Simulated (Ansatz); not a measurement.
# Tetragonal deformation path in Mg

Theory: DFT PBEsol, scalar-relativistic, plane waves, PAW in Ansatz. Cutoff 420 eV, Γ-centred 26×26×26 k-points, Gaussian smearing of 0.15 eV. No spin polarisation. Energies are free energies at this smearing, counted from the undisturbed cell; pressure is positive in compression.

Zero of the scan (relaxed at this level; this bcc form isn't the usual structure):

```xyz
1
Lattice="-1.7784 1.7784 1.7784 1.7784 -1.7784 1.7784 1.7784 1.7784 -1.7784" Properties=species:S:1:pos:R:3 pbc="T T T"
Mg    0.0000    0.0000    0.0000
```

At fixed volume and fractional coordinates, lengths along (0.000, 0.000, 1.000) are scaled against those across it; ρ is that ratio over its starting value. The cell is metallic on the mesh throughout.

| ρ | ΔE (meV/atom) |
| --- | --- |
| 0.707 | 118.0 |
| 0.780 | 33.5 |
| 0.850 | 6.7 |
| 1.000 | 0.0 |
| 1.200 | -7.2 |
| 1.300 | -12.7 |
| 1.414 | -14.6 |

Q: Predict the pressure (GPa) at each point.

A:
| ρ | pressure (GPa) |
| --- | --- |
| 0.707 | 2.8 |
| 0.780 | 1.1 |
| 0.850 | 0.4 |
| 1.000 | 0.0 |
| 1.200 | 0.2 |
| 1.300 | 0.3 |
| 1.414 | 0.3 |